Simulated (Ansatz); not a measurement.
PbSe:
```cif
data_Pb2Se2
_chemical_formula_sum 'Pb2 Se2'
_space_group_name_H-M_alt 'P 1'
_space_group_IT_number 1
_cell_length_a 6.42078
_cell_length_b 6.42078
_cell_length_c 4.44138
_cell_angle_alpha 90.000
_cell_angle_beta 90.000
_cell_angle_gamma 140.962
loop_
_space_group_symop_operation_xyz
  'x, y, z'
loop_
_atom_site_label
_atom_site_type_symbol
_atom_site_fract_x
_atom_site_fract_y
_atom_site_fract_z
_atom_site_occupancy
Pb1 Pb 0.63002 0.36998 0.75000 1
Pb2 Pb 0.36998 0.63002 0.25000 1
Se1 Se 0.86196 0.13804 0.75000 1
Se2 Se 0.13804 0.86196 0.25000 1
```

Relaxed with r²SCAN+D4.

### Question
Tabulate the valence density and the electron localisation function along the shortest Pb–Se contact (2.81 Å), r²SCAN+D4 in the plane-wave PAW code Ansatz.

### Answer


| distance from Pb (Å) | density (e/Å³) | ELF |
|---|---|---|
| 0.28 | 7.80 | 0.01 |
| 0.42 | 5.68 | 0.06 |
| 0.56 | 3.77 | 0.18 |
| 0.70 | 2.26 | 0.31 |
| 0.84 | 1.26 | 0.36 |
| 0.98 | 0.71 | 0.32 |
| 1.12 | 0.46 | 0.27 |
| 1.26 | 0.36 | 0.30 |
| 1.40 | 0.34 | 0.44 |
| 1.54 | 0.39 | 0.62 |
| 1.68 | 0.49 | 0.73 |
| 1.82 | 0.64 | 0.78 |
| 1.97 | 0.90 | 0.79 |
| 2.11 | 1.66 | 0.75 |
| 2.25 | 3.94 | 0.63 |
| 2.39 | 9.97 | 0.42 |
| 2.53 | 22.25 | 0.22 |

The density is the valence pseudo-density with augmentation charge, so density and ELF within about 1 Å of a nucleus are not all-electron values.

Space group Cmcm. The workflow started from a Materials Project entry (that database holds measured and hypothetical structures alike); the Crystallography Open Database copy checked does not list it. It is not the phase usual at ambient conditions (space group No. 225). The cell was relaxed with r²SCAN+D4 under the symmetry of its start; its stability against distortions is not shown here. Scalar-relativistic: spin–orbit coupling is off unless named, which matters more the heavier the elements.

Potentials: the later of the program's two PAW sets.
